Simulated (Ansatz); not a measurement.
LuSb (rock salt, Fm-3m), PBE (plane waves, PAW; program Ansatz), all energies at zero smearing, with the estimated change up to a 700 eV cutoff added, with one set of potentials and settings (totals compare only within such a set). Cell of 2 atoms (1 Lu, 1 Sb): -21218.910 eV.

```csv
element,reference phase,E (eV/atom)
Lu,"P6_3/mmc, 2 atoms in the cell",-14732.4262
Sb,"R-3m, 2 atoms in the cell",-6484.4916
```

Formation energy per atom, worked out: (-21218.910 − 1×(-14732.4262) − 1×(-6484.4916))/2 = -0.996 eV/atom (-96 kJ per mol of atoms), at 0 K, without zero-point energy or fitted corrections.

The workflow started from a Materials Project entry (that database holds measured and hypothetical structures alike); the Crystallography Open Database copy checked does not list it. Its standing as an ambient phase is unchecked. Symmetry was held in the PBE relaxation; its stability against distortions is not shown here. The references are the lowest solids computed at this level, not always the standard phases. Spin–orbit coupling is left out wherever it is not named.

Potentials: the later of the program's two PAW sets.
